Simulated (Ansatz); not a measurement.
Bulk crystal (Ge) after relaxation:

```
Ge
1.0
     0.00000    2.83750    2.83750
     2.83750    0.00000    2.83750
     2.83750    2.83750    0.00000
Ge
2
Direct
  0.50000 0.50000 0.50000
  0.75000 0.75000 0.75000
```

Miller indices refer to the conventional cell of Fd-3m (No. 227), a = 5.675 Å, b = 5.675 Å, c = 5.675 Å, α = 90.00°, β = 90.00°, γ = 90.00°. The bulk's gap is 0.35 eV.

The (110) slab of 6 planes, 10.0 Å thick with 15 Å of vacuum as cut; outer planes Ge (top) and Ge (bottom).

Computed with Ansatz 0.2.0, DFT r2SCAN, scalar-relativistic, plane waves, PAW. Settings: cutoff 500 eV, Γ-centred mesh 9×6×1 on the computed 12-atom cell, Gaussian smearing of 0.05 eV; no spin polarisation. A dipole correction removes the field between periodic images along c.

This cut of an insulator is polar or leaves open shells, so the slab is metallic here; real surfaces compensate by reconstruction or adsorbates.

With the atoms at the bulk's places:

| Property | Result |
| --- | --- |
| Surface energy (mean of both faces) | 1.53 J/m² |
| Gap of the slab on the mesh | none (metal or semimetal) |
| Work function | 4.92 eV |

**Question.** What changes when all atoms relax within this surface cell and its symmetry?

**Answer.** The energy falls by 0.007 J/m² a face, and the largest move is 0.05 Å.

| Item | Value |
| --- | --- |
| Surface energy (mean of both faces) | 1.52 J/m² |
| Gap of the slab on the mesh | none (metal or semimetal) |
| Work function | 4.89 eV |

```tsv
plane (bottom to top)	atoms	spacing to next, bulk (Å)	relaxed (Å)	change (%)
1	Ge2	2.006	1.999	-0.3
2	Ge2	2.006	2.040	+1.7
3	Ge2	2.006	2.032	+1.3
4	Ge2	2.006	2.040	+1.7
5	Ge2	2.006	1.999	-0.3
6	Ge2
```

Gaps are read on the k points sampled, so a band crossing between them can be missed.